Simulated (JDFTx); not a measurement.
Input for a modified build of JDFTx: trimethylsulfonium, C3H9S (SMILES C[S+](C)C), charge +1, multiplicity 1, CANDLE, water, 1 M NaF; lengths in bohr, energies in hartree. JDFTx counts charge in electrons: elec-initial-charge is the number of excess electrons. The run starts from orbitals saved by an earlier run of the same system.

```
lattice \
  23.1491450267 0.0000000000 0.0000000000 \
  0.0000000000 22.2042819644 0.0000000000 \
  0.0000000000 0.0000000000 17.9523981839
coords-type Cartesian
ion C -2.5877652900 1.8796997512 -0.2231074797 0
ion S -0.0211726084 0.2761091030 -1.8142625609 0
ion C -0.1268741834 -2.7483395623 -0.2230406435 0
ion C 2.6510895564 1.6965926518 -0.2231079611 0
ion H -2.3751552939 1.7614432247 1.8142073601 0
ion H -4.3538865114 1.0070828254 -0.8030488083 0
ion H -2.5930818368 3.8440720479 -0.8217817682 0
ion H -0.1249030969 -2.5051489076 1.8142625609 0
ion H 1.5086723495 -3.8440720479 -0.8073766369 0
ion H -1.8284920060 -3.7324968400 -0.8172378155 0
ion H 2.4391458696 1.5777269153 1.8142149741 0
ion H 4.3538865114 0.7140965488 -0.8166419021 0
ion H 2.7832264115 3.6606091969 -0.8082478755 0
ion-species pseudo/c_pbe_v1.2.upf
ion-species pseudo/s_pbe_v1.4.upf
ion-species pseudo/h_pbe_v1.4.upf
elec-cutoff 12 60
elec-ex-corr gga-PBE
symmetries none
elec-n-bands 13
elec-initial-charge -1
electronic-minimize nIterations 150 energyDiffThreshold 1e-7
fluid LinearPCM
pcm-variant CANDLE
fluid-solvent H2O
fluid-cation Na+ 1
fluid-anion F- 1
fluid-minimize nIterations 400 knormThreshold 1e-11
wavefunction read s0.wfns
dump-name s1.$VAR
dump End State Ecomponents EigStats BandEigs Forces ElecDensity IonicPositions FluidDebug
```

The log closes as follows.

```
[...]
ElecMinimize: Iter:   5  Etot: -32.575609731947218  |grad|_K:  4.503e-07  alpha:  1.179e+00  linmin: -2.323e-05
ElecMinimize: Iter:   6  Etot: -32.575609774257792  |grad|_K:  2.036e-07  alpha:  9.199e-01  linmin: -1.050e-01
ElecMinimize: Iter:   7  Etot: -32.575609785849906  |grad|_K:  9.801e-08  alpha:  1.102e+00  linmin: -1.477e-06
ElecMinimize: Converged (|Delta Etot|<1.000000e-07 for 2 iters).

# Ionic positions in cartesian coordinates:
ion C  -2.587765290000001   1.879699751200000  -0.223107479700000 0
ion C  -0.126874183400000  -2.748339562300000  -0.223040643500000 0
ion C   2.651089556400001   1.696592651800000  -0.223107961100000 0
ion S  -0.021172608400000   0.276109103000000  -1.814262560900000 0
ion H  -2.375155293900000   1.761443224700000   1.814207360100000 0
ion H  -4.353886511400001   1.007082825400000  -0.803048808300000 0
ion H  -2.593081836800001   3.844072047900001  -0.821781768200000 0
ion H  -0.124903096900000  -2.505148907600000   1.814262560900000 0
ion H   1.508672349500000  -3.844072047900001  -0.807376636900000 0
ion H  -1.828492006000000  -3.732496840000000  -0.817237815500000 0
ion H   2.439145869600000   1.577726915300000   1.814214974100000 0
ion H   4.353886511400001   0.714096548800000  -0.816641902100000 0
ion H   2.783226411500000   3.660609196900000  -0.808247875500000 0

# Forces in Cartesian coordinates:
force C   0.003114533735494  -0.001907897096572  -0.005541704952966 0
force C   0.000117232510157   0.003699892132564  -0.005542371962863 0
force C  -0.003236729721930  -0.001685866679163  -0.005559092813193 0
force S  -0.000097389825691  -0.000030422182092   0.016524293838771 0
force H   0.003599029921952  -0.002208360581646   0.008135839992880 0
force H  -0.005731855929655  -0.005260345302740  -0.004078656803191 0
force H   0.002153864916818   0.007396042148799  -0.004141090273519 0
force H   0.000132682558402   0.004198197732743   0.008144682017925 0
force H   0.007415085611589  -0.002327665272346  -0.004084416110338 0
force H  -0.007505967367210  -0.001823892118652  -0.004118518278324 0
force H  -0.003705782674371  -0.001997913932869   0.008145870891371 0
force H   0.005345571100591  -0.005602307725704  -0.004120352972607 0
force H  -0.001647841261051   0.007561292380964  -0.004098074552792 0

# Energy components:
   A_diel =       -0.0190045343373954
   Eewald =       31.4227577044671627
       EH =       53.6262052230801558
     Eloc =     -128.5691230437102774
      Enl =        3.8253747535724978
      Exc =      -12.6511828654410134
 Exc_core =        1.8687617065257593
       KE =       17.9157626897426638
  MuShift =        0.0048385802505402
-------------------------------------
     Etot =      -32.5756097858499061


	eMin: -0.817522 at state 0 ( [ +0.000000 +0.000000 +0.000000 ] spin 0 )
	HOMO: -0.303652 at state 0 ( [ +0.000000 +0.000000 +0.000000 ] spin 0 )
```

The run took 8 electronic cycles (a count that differs between repeats, as do the digits past 10⁻⁶ Ha); the highest occupied level lies at -8.26 eV from the bulk liquid; the total lies -2.53 eV from the vacuum run at this geometry.
